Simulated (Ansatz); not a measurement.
MoP2:
```xyz
6
Lattice="1.5620 -5.5698 0.0000 1.5620 5.5698 0.0000 0.0000 0.0000 4.9536" Properties=species:S:1:pos:R:3 pbc="T T T"
Mo     1.5620    -4.5313     2.4657
Mo     1.5620     4.5313     4.9425
P      1.5620    -0.7788     1.8818
P      1.5620     0.7788     4.3586
P      1.5620     2.2635     0.9778
P      1.5620    -2.2635     3.4546
```

Relaxed with PBEsol. Special points in fractions of this cell's reciprocal vectors: Γ (0.000, 0.000, 0.000); Y (-0.500, 0.500, 0.000); C0 (-0.270, 0.730, 0.000); Σ0 (0.270, 0.270, 0.000); Z (0.000, 0.000, 0.500); A0 (0.270, 0.270, 0.500); E0 (-0.270, 0.730, 0.500); T (-0.500, 0.500, 0.500); S (0.000, 0.500, 0.000); R (0.000, 0.500, 0.500).

Q: List the band energies nearest the Fermi level at these points for PBEsol with spin–orbit coupling (plane waves, PAW; program Ansatz).

A: In eV from the Fermi level; about four levels below and three above (degenerate sets whole), none deeper than 8.9 eV; points with the same levels are listed once.

```json
[
 {"k": "Γ", "below": "-1.17 -1.17 -0.81 -0.81", "above": "0.40 0.40 1.10 1.10"},
 {"k": "Y", "below": "-0.57 -0.57 -0.24 -0.24", "above": "0.68 0.68 1.09 1.09"},
 {"k": "C0", "below": "-2.14 -2.13 -1.71 -1.65", "above": "0.09 0.10 1.56"},
 {"k": "Z", "below": "-0.24 -0.24 -0.24 -0.24", "above": "1.05 1.05 1.05 1.05"},
 {"k": "A0", "below": "-1.13 -1.13 -1.11 -1.11", "above": "1.86 1.86 1.89 1.89"},
 {"k": "T", "below": "-1.04 -1.04 -1.04 -1.04", "above": "1.21 1.21 1.21 1.21"},
 {"k": "S", "below": "-2.35 -2.35 -1.38 -1.38", "above": "0.18 0.18 1.09 1.09"},
 {"k": "R", "below": "-0.97 -0.97 -0.97 -0.97", "above": "1.31 1.31 1.34 1.34"}
]
```

Space group Cmc2_1. The first step of the workflow began from a Materials Project structure, measured or hypothetical; the Crystallography Open Database copy checked does not list it. Whether it is the stable phase at ambient conditions was not checked. The cell was relaxed with PBEsol under the symmetry of its start; of distortions, only those at the zone centre were tested. The run is not spin-polarised.

Potentials: the earlier of the program's two PAW sets.
